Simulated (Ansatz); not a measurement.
ZrGeO3:
Space group P4mm (No. 99); a = 3.9876 Å, b = 3.9876 Å, c = 4.3417 Å, α = 90.00°, β = 90.00°, γ = 90.00°

| atom | site | symmetry | x | y | z |
|---|---|---|---|---|---|
| Zr | 1b | 4mm | 0.5000 | 0.5000 | 0.5788 |
| Ge | 1a | 4mm | 0.0000 | 0.0000 | 0.1951 |
| O | 2c | 2mm. | 0.0000 | 0.5000 | 0.4496 |
| O | 1b | 4mm | 0.5000 | 0.5000 | 0.0170 |

Relaxed at zero pressure with the program Ansatz at the PBEsol level (PAW).

Q: The volume is raised by 6 % and shape and atoms relax at that volume. What pressure results, and how do the axes share the change?

A: -4.4 GPa; a 0.5 %, b 0.5 %, c 5.0 %; the energy rises by 13 meV/atom.

Q: Give the new structure.

A: 
Space group P4mm (No. 99); a = 4.006 Å, b = 4.006 Å, c = 4.559 Å, α = 90.00°, β = 90.00°, γ = 90.00°

```csv
atom,site,symmetry,x,y,z
Zr,1b,4mm,0.5000,0.5000,0.5842
Ge,1a,4mm,0.0000,0.0000,0.2087
O,2c,2mm.,0.0000,0.5000,0.4496
O,1b,4mm,0.5000,0.5000,0.9980
```

The phase is kept; no other phase was compared at this pressure.

The start of the workflow was typed in or built on a structure type; neither database checked (COD, Materials Project) lists it. Its standing as an ambient phase is unchecked. The PBEsol relaxation kept the symmetry of its start. At this level the phase is dynamically unstable (imaginary phonons). No spin polarisation was allowed.

Potentials: the later of the program's two PAW sets.
